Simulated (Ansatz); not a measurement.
TiNi (P4/mmm): electronic heat capacity and spin susceptibility from the density of states

These are results of DFT r2SCAN, scalar-relativistic, plane waves, PAW (Ansatz), not measurements.

Plane waves to 500 eV, a k mesh through Γ of 16×16×12 on the computed 2-atom cell and Gaussian smearing (0.10 eV); no spin polarisation.

Relaxed cell: P4/mmm, a = 3.003 Å, b = 3.003 Å, c = 2.959 Å, α = 90.00°, β = 90.00°, γ = 90.00°, 2 atoms in the primitive cell. Whether it is the stable form of this composition wasn't checked.

The density of states at the Fermi level is 2.403 states/eV in the cell of 2 atoms (1 formula unit; both spins, tetrahedra on a 24×24×18 mesh).

Problem. What Sommerfeld coefficient and Pauli susceptibility does this give?

Solution. Per formula unit N(E_F) = 2.403 states/eV. γ = (π²/3) k_B² N(E_F) N_A = 2.357 mJ/(mol K²) per state/eV, so γ = 5.7 mJ/(mol K²), a mole of formula units. χ_P = μ_B² N(E_F) N_A = 3.23×10⁻⁵ emu/mol per state/eV gives 7.8×10⁻⁵ emu/mol. This is the bare band result: a measured γ of the same phase is as a rule larger by a factor 1 + λ from phonons and spin fluctuations, the spin part of χ is larger by the Stoner factor, and a measured χ also holds orbital and core terms. N(E_F) at one energy is sensitive to the mesh where the density of states has sharp peaks.

Spin polarisation was left out, and a magnetic state may lie lower.

A ferromagnetic start lost its moments in a first run, so spin was left out; other magnetic orders weren't tried.